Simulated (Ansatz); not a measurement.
Relaxed bulk Ir:

```cif
data_structure
_symmetry_space_group_name_H-M 'Fm-3m'
_symmetry_Int_Tables_number 225
_cell_length_a 3.8302
_cell_length_b 3.8302
_cell_length_c 3.8302
_cell_angle_alpha 90.000
_cell_angle_beta 90.000
_cell_angle_gamma 90.000
_cell_volume 56.19
loop_
_atom_site_label
_atom_site_type_symbol
_atom_site_symmetry_multiplicity
_atom_site_Wyckoff_symbol
_atom_site_fract_x
_atom_site_fract_y
_atom_site_fract_z
_atom_site_occupancy
Ir1 Ir 4 a 0.00000 0.00000 0.00000 1
```

Miller indices refer to the conventional cell of Fm-3m (No. 225), a = 3.830 Å, b = 3.830 Å, c = 3.830 Å, α = 90.00°, β = 90.00°, γ = 90.00°.

The (111) slab of 5 planes, 8.8 Å thick with 15 Å of vacuum as cut; outer planes Ir (top) and Ir (bottom).

Level of theory: DFT PBEsol, scalar-relativistic, plane waves, PAW in Ansatz 0.2.0. Plane waves to 420 eV, a k mesh through Γ of 15×15×1 on the computed 5-atom cell and Gaussian smearing (0.10 eV); no spin polarisation. The cell repeats along c with a dipole correction in the vacuum.

With the atoms at the bulk's places:

- Surface energy (mean of both faces): 2.73 J/m²
- Work function: 5.67 eV

Q: What changes when all atoms relax within this surface cell and its symmetry?

A: The energy falls by 0.038 J/m² a face, and the largest move is 0.05 Å.

For the relaxed slab, the surface energy (mean of both faces) is 2.69 J/m² and the work function is 5.64 eV.

| plane (bottom to top) | atoms | spacing to next, bulk (Å) | relaxed (Å) | change (%) |
| --- | --- | --- | --- | --- |
| 1 | Ir | 2.211 | 2.163 | -2.2 |
| 2 | Ir | 2.211 | 2.206 | -0.2 |
| 3 | Ir | 2.211 | 2.206 | -0.2 |
| 4 | Ir | 2.211 | 2.163 | -2.2 |
| 5 | Ir |  |  |  |

Spin-orbit coupling is left out, which matters for the bands of heavy elements.